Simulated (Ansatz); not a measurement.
**CdSe with Be replacing Cd: gradients before and after relaxing the atoms**

Start: a supercell of CdSe (wurtzite type, P6_3mc) built from a structure deposited in the COD (the entry's cell lengths or inner coordinates differ somewhat from later room-temperature determinations), with all atoms left at the host's positions.

```
Be Cd Se
1.0
    12.90000    0.00000    0.00000
    -4.30000    7.44782    0.00000
     0.00000    0.00000   14.04000
Be Cd Se
1 23 24
Direct
  0.11111 0.33333 0.00000
  0.11111 0.33333 0.50000
  0.11111 0.83333 0.00000
  0.11111 0.83333 0.50000
  0.44444 0.33333 0.00000
  0.44444 0.33333 0.50000
  0.44444 0.83333 0.00000
  0.44444 0.83333 0.50000
  0.77778 0.33333 0.00000
  0.77778 0.33333 0.50000
  0.77778 0.83333 0.00000
  0.77778 0.83333 0.50000
  0.22222 0.16667 0.25000
  0.22222 0.16667 0.75000
  0.22222 0.66667 0.25000
  0.22222 0.66667 0.75000
  0.55556 0.16667 0.25000
  0.55556 0.16667 0.75000
  0.55556 0.66667 0.25000
  0.55556 0.66667 0.75000
  0.88889 0.16667 0.25000
  0.88889 0.16667 0.75000
  0.88889 0.66667 0.25000
  0.88889 0.66667 0.75000
  0.11111 0.33333 0.19250
  0.11111 0.33333 0.69250
  0.11111 0.83333 0.19250
  0.11111 0.83333 0.69250
  0.44444 0.33333 0.19250
  0.44444 0.33333 0.69250
  0.44444 0.83333 0.19250
  0.44444 0.83333 0.69250
  0.77778 0.33333 0.19250
  0.77778 0.33333 0.69250
  0.77778 0.83333 0.19250
  0.77778 0.83333 0.69250
  0.22222 0.16667 0.44250
  0.22222 0.16667 0.94250
  0.22222 0.66667 0.44250
  0.22222 0.66667 0.94250
  0.55556 0.16667 0.44250
  0.55556 0.16667 0.94250
  0.55556 0.66667 0.44250
  0.55556 0.66667 0.94250
  0.88889 0.16667 0.44250
  0.88889 0.16667 0.94250
  0.88889 0.66667 0.44250
  0.88889 0.66667 0.94250
```

Atom numbers follow the list; atoms alike are taken as one site, whose name carries the number of the first.

All values are calculated (Ansatz; DFT, PBE, plane waves and PAW, scalar-relativistic, 420 eV cutoff, Γ-centred 2×3×2 k-points, Fermi–Dirac smearing 0.01 eV), not measured.

The largest force at the start is 1.6 eV/Å. Relaxing the ions at fixed cell moves them by 0.391 Å at most (atom 25, Se) and 0.125 Å rms.

```csv
site,atom,moved (Å),first shell before,first shell after,V_zz before (10²¹ V/m²),η before
Be,1,0.037,4 Se at 2.61–2.70 Å,4 Se at 2.28–2.31 Å,0.10,0.02
Cd3,3,0.018,4 Se at 2.61–2.70 Å,4 Se at 2.64–2.73 Å,2.98,0.03
Cd9,9,0.060,4 Se at 2.61–2.70 Å,4 Se at 2.65–2.69 Å,2.98,0.04
Cd14,14,0.175,4 Se at 2.61–2.70 Å,4 Se at 2.63–2.66 Å,3.05,0.01
Cd16,16,0.169,4 Se at 2.61–2.70 Å,4 Se at 2.63–2.66 Å,3.04,0.01
Cd22,22,0.164,4 Se at 2.61–2.70 Å,4 Se at 2.63–2.66 Å,3.02,0.01
Cd23,23,0.051,4 Se at 2.61–2.70 Å,4 Se at 2.64–2.65 Å,3.07,0.01
Cd24,24,0.024,4 Se at 2.61–2.70 Å,4 Se at 2.64–2.65 Å,2.99,0.00
Se25,25,0.391,"3 Cd at 2.61 Å, 1 Be at 2.70 Å","1 Be at 2.28 Å, 3 Cd at 2.66–2.67 Å",2.06,0.02
Se26,26,0.076,4 Cd at 2.61–2.70 Å,4 Cd at 2.63 Å,-1.66,0.01
Se28,28,0.063,4 Cd at 2.61–2.70 Å,4 Cd at 2.65–2.67 Å,-1.45,0.04
Se37,37,0.114,4 Cd at 2.61–2.70 Å,4 Cd at 2.64–2.66 Å,-1.45,0.01
Se39,39,0.114,4 Cd at 2.61–2.70 Å,4 Cd at 2.64–2.66 Å,-1.45,0.01
Se40,40,0.324,"3 Cd at 2.61–2.70 Å, 1 Be at 2.61 Å","1 Be at 2.30 Å, 3 Cd at 2.66–2.72 Å",4.41,0.50
Se45,45,0.126,4 Cd at 2.61–2.70 Å,4 Cd at 2.64–2.66 Å,-1.44,0.01
Se46,46,0.342,"1 Be at 2.61 Å, 3 Cd at 2.61–2.70 Å","1 Be at 2.28 Å, 3 Cd at 2.66–2.69 Å",4.41,0.47
```

Task: How do the gradients change?

Result: 

```
site  atom  V_zz after  η after  change of V_zz
  Be     1      -0.028     0.17           -0.13
 Cd3     3        3.73     0.77               –
 Cd9     9        2.16     0.40               –
Cd14    14       -1.46     0.89           -4.51
Cd16    16       -1.48     0.87               –
Cd22    22       -1.44     0.69               –
Cd23    23        0.18     0.92           -2.89
Cd24    24        1.29     0.18           -1.70
Se25    25        2.61     0.13           +0.55
Se26    26        2.76     0.22           +4.42
Se28    28        2.30     0.46           +3.75
Se37    37        2.95     0.20           +4.40
Se39    39        2.99     0.22           +4.44
Se40    40        2.76     0.16           -1.65
Se45    45        2.70     0.29           +4.14
Se46    46        2.23     0.28           -2.18
```

The largest change of V_zz along a kept axis is on Cd14, from 3.05 to -1.46. In per cent, |V_zz| changes by -94 to -57 on Cd, -49 to +27 on Se (all sites that start above 0.5, bar those whose gradient vanishes or changes sign or whose main axis turns by over 40°). Where |V_zz| stays above 0.1 and the axes keep their order, η moves most on Cd23, from 0.01 to 0.92. On Se46 V_xx and V_yy change places (or their axes turn by over 50°), so the two values of η hide a larger change. V_zz changes sign on Cd14 (axis turned by 36°), Se26 (same axis), Se37 (axis turned by 32°), Se39 (axis turned by 32°), Se28 (axis turned by 20°), Se45 (axis turned by 32°), Be (axis turned by 32°), Se47 (axis turned by 14°) and 3 more sites (not all in the table). On Cd16, Cd22, Cd9, Cd3, Cd17, Cd13, Cd15, Cd19 and 18 more sites (not all in the table) the largest principal value lies along another axis in the second run, so the two V_zz can't be compared directly. The table leaves out 32 of the 48 sites, with |V_zz| up to 4.41; their tensors move by 3.58 at most along any direction. The statements above cover all sites. The host's own positions weren't relaxed first, so part of the change far from the defect can be the host's relaxation.

The defect repeats with the cell of 48 atoms, so it feels its images: sites between two images don't show the values beside a lone defect, and zeros or small values of η there can come from the images' arrangement. Cd and Se carry a gradient in the pure host already, so the values there aren't the defect's effect alone. Without spin–orbit coupling (the program notes it for Cd) the gradients can shift somewhat, as the gap is small. With a gap of 0.7 eV on this mesh, small gradients can still move by 0.1 × 10²¹ V/m² or more as the k-mesh gets denser.
Before: The neighbours have not yet relaxed around the defect (largest force 1.6 eV/Å), so a real crystal will differ.
